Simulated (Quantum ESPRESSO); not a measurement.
# Hf2TiO4F4: input and log of a self-consistent run

Simulated, not a measurement. The program is pw.x of Quantum ESPRESSO 7.5 (plane-wave density functional theory). The cell is made up: 11 atoms on a fluorite lattice with one site empty, with randomly drawn elements, strain and displacements, not relaxed. PseudoDojo standard norm-conserving files (v0.5 for PBE, v0.4.1 for LDA and PBEsol) set the functional; there is no spin polarisation, spin-orbit coupling or dispersion term, and the masses in the input are unused placeholders.

The hafnium pseudopotential is less sure than the others, with forces about 3 percent (worst 6) and pressure in oxides about 1.5 GPa (worst 2.7) from a second method in checks, which no rerun with the same files tests.

Input:

```
&control calculation='scf', pseudo_dir='./dojo.nc.sr.pbe.v0_5.standard.upf', outdir='./o', disk_io='low', tprnfor=.true., tstress=.true. /
&system ibrav=0, nat=11, ntyp=4, nbnd=50, ecutwfc=105.61755193, nosym=.true., tot_charge=0,
 occupations='smearing', smearing='fd', degauss=0.0018374661
/
&electrons conv_thr=7.350e-09, electron_maxstep=60, /
ATOMIC_SPECIES
F 1.0 F.upf
Hf 1.0 Hf.upf
O 1.0 O.upf
Ti 1.0 Ti.upf
CELL_PARAMETERS angstrom
4.9616 0.0 0.0
0.0 4.9616 0.0
0.0 0.0 4.9616
ATOMIC_POSITIONS angstrom
Hf -0.0238 2.5249 2.4735
Hf 2.4373 0.0166 2.4887
Ti 2.4376 2.5023 0.0588
O 1.2234 1.2211 1.1785
O 1.2451 1.247 3.6608
F 1.2721 3.7051 1.2601
F 1.2853 3.7387 3.6861
O 3.6843 1.2361 1.1969
F 3.7699 1.2316 3.6545
F 3.7643 3.7045 1.2769
O 3.718 3.7703 3.7754
K_POINTS automatic
7 7 7 1 1 1
```

The log is shortened where brackets say so; the opening notice, blank lines, dates and the lines on written files are dropped, and the path of the files is cut. It prints rydbergs, bohrs and kilobars, and counts compression as positive stress. With no partly filled state, the Fermi energy that it prints is only some level between the filled and the empty states on the mesh, and need not lie in the true gap.

```
     Program PWSCF v.7.5
     Parallel version (MPI & OpenMP), running on       4 processor cores
     Number of MPI processes:                 4
     Threads/MPI process:                     1
     [start-up lines left out]
     bravais-lattice index     =            0
     lattice parameter (alat)  =       9.3761  a.u.
     unit-cell volume          =     824.2555 (a.u.)^3
     number of atoms/cell      =           11
     number of atomic types    =            4
     number of electrons       =        88.00
     number of Kohn-Sham states=           50
     kinetic-energy cutoff     =     105.6176  Ry
     charge density cutoff     =     422.4702  Ry
     scf convergence threshold =      7.3E-09
     mixing beta               =       0.7000
     number of iterations used =            8  plain     mixing
     Exchange-correlation= PBE
                           (   1   4   3   4   0   0   0)
     [axes and pseudopotential details left out]
   Cartesian axes
     site n.     atom                  positions (alat units)
         1        Hf     tau(   1) = (  -0.0047968   0.5088883   0.4985287  )
         2        Hf     tau(   2) = (   0.4912327   0.0033457   0.5015922  )
         3        Ti     tau(   3) = (   0.4912931   0.5043333   0.0118510  )
         4        O      tau(   4) = (   0.2465737   0.2461101   0.2375242  )
         5        O      tau(   5) = (   0.2509473   0.2513302   0.7378265  )
         6        F      tau(   6) = (   0.2563891   0.7467551   0.2539705  )
         7        F      tau(   7) = (   0.2590495   0.7535271   0.7429257  )
         8        O      tau(   8) = (   0.7425629   0.2491333   0.2412327  )
         9        F      tau(   9) = (   0.7598154   0.2482264   0.7365568  )
        10        F      tau(  10) = (   0.7586867   0.7466342   0.2573565  )
        11        O      tau(  11) = (   0.7493550   0.7598960   0.7609239  )
     number of k points=   172  Fermi-Dirac smearing, width (Ry)=  0.0018
     Number of k-points >= 100: set verbosity='high' to print them.
     Dense  grid:   120713 G-vectors     FFT dimensions: (  64,  64,  64)
     Estimated max dynamical RAM per process >     691.83 MB
     Estimated total dynamical RAM >       2.62 GB
     Initial potential from superposition of free atoms
     starting charge      87.9947, renormalised to      88.0000
     Starting wfcs are   62 randomized atomic wfcs
     total cpu time spent up to now is       18.9 secs
     per-process dynamical memory:   617.5 Mb
     Self-consistent Calculation
     iteration #  1     ecut=   105.62 Ry     beta= 0.70
     Davidson diagonalization with overlap
     ethr =  1.00E-02,  avg # of iterations =  2.0
     total cpu time spent up to now is       54.8 secs
     total energy              =    -672.72478013 Ry
     estimated scf accuracy    <       4.16651122 Ry
     iteration #  2     ecut=   105.62 Ry     beta= 0.70
     Davidson diagonalization with overlap
     ethr =  4.73E-03,  avg # of iterations =  5.8
     total cpu time spent up to now is      109.5 secs
     total energy              =    -668.11016386 Ry
     estimated scf accuracy    <      60.07164165 Ry
     iteration #  3     ecut=   105.62 Ry     beta= 0.70
     Davidson diagonalization with overlap
     ethr =  4.73E-03,  avg # of iterations =  7.4
     total cpu time spent up to now is      165.0 secs
     total energy              =    -674.79611172 Ry
     estimated scf accuracy    <       2.54246245 Ry
     iteration #  4     ecut=   105.62 Ry     beta= 0.70
     Davidson diagonalization with overlap
     ethr =  2.89E-03,  avg # of iterations =  2.5
     total cpu time spent up to now is      203.9 secs
     total energy              =    -675.02345090 Ry
     estimated scf accuracy    <       0.82307224 Ry
     iteration #  5     ecut=   105.62 Ry     beta= 0.70
     Davidson diagonalization with overlap
     ethr =  9.35E-04,  avg # of iterations =  2.3
     total cpu time spent up to now is      239.5 secs
     total energy              =    -674.93121042 Ry
     estimated scf accuracy    <       0.53401352 Ry
     [iterations 6 to 12 left out]
     iteration # 13     ecut=   105.62 Ry     beta= 0.70
     Davidson diagonalization with overlap
     ethr =  6.06E-09,  avg # of iterations =  2.0
     total cpu time spent up to now is      611.6 secs
     total energy              =    -674.99382079 Ry
     estimated scf accuracy    <       0.00000272 Ry
     iteration # 14     ecut=   105.62 Ry     beta= 0.70
     Davidson diagonalization with overlap
     ethr =  3.09E-09,  avg # of iterations =  2.0
     total cpu time spent up to now is      648.3 secs
     total energy              =    -674.99382085 Ry
     estimated scf accuracy    <       0.00000062 Ry
     iteration # 15     ecut=   105.62 Ry     beta= 0.70
     Davidson diagonalization with overlap
     ethr =  7.10E-10,  avg # of iterations =  2.3
     total cpu time spent up to now is      684.9 secs
     total energy              =    -674.99382089 Ry
     estimated scf accuracy    <       0.00000007 Ry
     iteration # 16     ecut=   105.62 Ry     beta= 0.70
     Davidson diagonalization with overlap
     ethr =  7.88E-11,  avg # of iterations =  4.7
     total cpu time spent up to now is      727.3 secs
     total energy              =    -674.99382090 Ry
     estimated scf accuracy    <       0.00000001 Ry
     iteration # 17     ecut=   105.62 Ry     beta= 0.70
     Davidson diagonalization with overlap
     ethr =  1.50E-11,  avg # of iterations =  2.8
     total cpu time spent up to now is      766.9 secs
     End of self-consistent calculation
     Number of k-points >= 100: set verbosity='high' to print the bands.
     the Fermi energy is    10.3582 ev
!    total energy              =    -674.99382090 Ry
     estimated scf accuracy    <          1.5E-09 Ry
     smearing contrib. (-TS)   =      -0.00000005 Ry
     internal energy E=F+TS    =    -674.99382085 Ry
     The total energy is F=E-TS. E is the sum of the following terms:
     one-electron contribution =    -204.61465176 Ry
     hartree contribution      =     150.82578881 Ry
     xc contribution           =    -152.39700975 Ry
     ewald contribution        =    -468.80794815 Ry
     convergence has been achieved in  17 iterations
     Forces acting on atoms (cartesian axes, Ry/au):
     atom    1 type  2   force =    -0.01672523   -0.15223744    0.03489328
     atom    2 type  2   force =     0.04267996    0.16214823    0.00945854
     atom    3 type  4   force =     0.02428738   -0.19144883   -0.00168826
     atom    4 type  3   force =     0.03499383    0.08201996    0.00117214
     atom    5 type  3   force =     0.06803098    0.07186391   -0.00474764
     atom    6 type  1   force =     0.01554648    0.00126649   -0.02177834
     atom    7 type  1   force =    -0.02797464   -0.01885509    0.01854961
     atom    8 type  3   force =    -0.04277159    0.08369244    0.01299168
     atom    9 type  1   force =    -0.02035182    0.01954907    0.01223544
     atom   10 type  1   force =    -0.03081373    0.01822465   -0.02863748
     atom   11 type  3   force =    -0.04690162   -0.07622340   -0.03244898
     Total force =     0.362220     Total SCF correction =     0.000066
     Computing stress (Cartesian axis) and pressure
          total   stress  (Ry/bohr**3)                   (kbar)     P=       24.99
   0.00031855   0.00023977   0.00002127           46.86       35.27        3.13
   0.00023977   0.00008856   0.00026822           35.27       13.03       39.46
   0.00002127   0.00026822   0.00010261            3.13       39.46       15.09
     init_run     :     18.15s CPU     18.78s WALL (       1 calls)
     electrons    :    745.03s CPU    748.09s WALL (       1 calls)
     forces       :      6.59s CPU      6.61s WALL (       1 calls)
     stress       :     23.70s CPU     24.38s WALL (       1 calls)
     [timing details left out]
     PWSCF        :  13m13.80s CPU  13m18.53s WALL
     JOB DONE.
```

In other units: free energy -9183.759 eV for the cell, pressure 2.50 GPa, largest force component 4.922 eV/Å. This run is the check on a run of the same cell at a cutoff of 1143 eV and k mesh 5 x 5 x 5: rerunning at a cutoff of 1437 eV and k mesh 7 x 7 x 7 moved values by no more than 0.003 eV in energy, 0.03 GPa in stress and 0.003 eV/Å in force.